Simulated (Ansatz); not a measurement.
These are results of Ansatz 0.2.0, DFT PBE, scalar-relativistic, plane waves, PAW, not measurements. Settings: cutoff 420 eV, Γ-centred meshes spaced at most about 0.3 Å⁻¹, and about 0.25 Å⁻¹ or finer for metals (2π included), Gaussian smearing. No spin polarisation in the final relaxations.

Temperature and zero-point effects are left out.

Compare these two cells of GaGeO, each relaxed at this level.

A.

```yaml
crystal:
  lattice:
    - [2.88763, 0.00000, 0.00000]
    - [0.00000, 2.88763, 0.00000]
    - [0.00000, 0.00000, 5.44428]
  atoms:
    - { symbol: Ga, position: [0.50000, 0.50000, 0.00000] }
    - { symbol: Ge, position: [0.50000, 0.50000, 0.50000] }
    - { symbol: O, position: [0.00000, 0.00000, 0.00000] }
```

B.

```yaml
crystal:
  lattice:
    - [3.02788, 0.00000, 0.00000]
    - [0.00000, 3.02788, 0.00000]
    - [0.00000, 0.00000, 5.33447]
  atoms:
    - { symbol: Ga, position: [0.50000, 0.50000, 0.50000] }
    - { symbol: Ge, position: [0.50000, 0.50000, 0.00000] }
    - { symbol: O, position: [0.00000, 0.00000, 0.00000] }
```

Question: Which arrangement of the elements on these sites is preferred, and by what margin?

Answer: A is lower, by 146 meV/atom. The two share one framework of sites and differ in which element sits where. A has space group P4/mmm (No. 123), 15.1 Å³/atom and no gap on its mesh; B has space group P4/mmm (No. 123), 16.3 Å³/atom and no gap. The shortest distance is 2.04 Å (Ga–O) in A and 2.14 Å (Ge–O) in B. The denser one is the lower, and pressure would at first widen the difference. In A, around Ga lie 4 O at 2.04 Å and 2 Ge at 2.72 Å; around Ge lie 2 Ga at 2.72 Å and 4 Ge at 2.89 Å; O has 4 Ga at 2.04 Å. In B, around Ga lie 2 Ge at 2.67 Å, 4 Ga at 3.03 Å and 8 O at 3.42 Å; Ge is surrounded by 4 O at 2.14 Å and 2 Ga at 2.67 Å; O is surrounded by 4 Ge at 2.14 Å, 4 O at 3.03 Å and 8 Ga at 3.42 Å. Both come from invented guesses.

In P4/mmm at 15.1 Å³/atom, P4/mmm at 16.3 Å³/atom an odd number of electrons in the primitive cell allows no gap without spin; a larger cell or a magnetic state could open one. Cells relaxed within their symmetry can be saddle points.
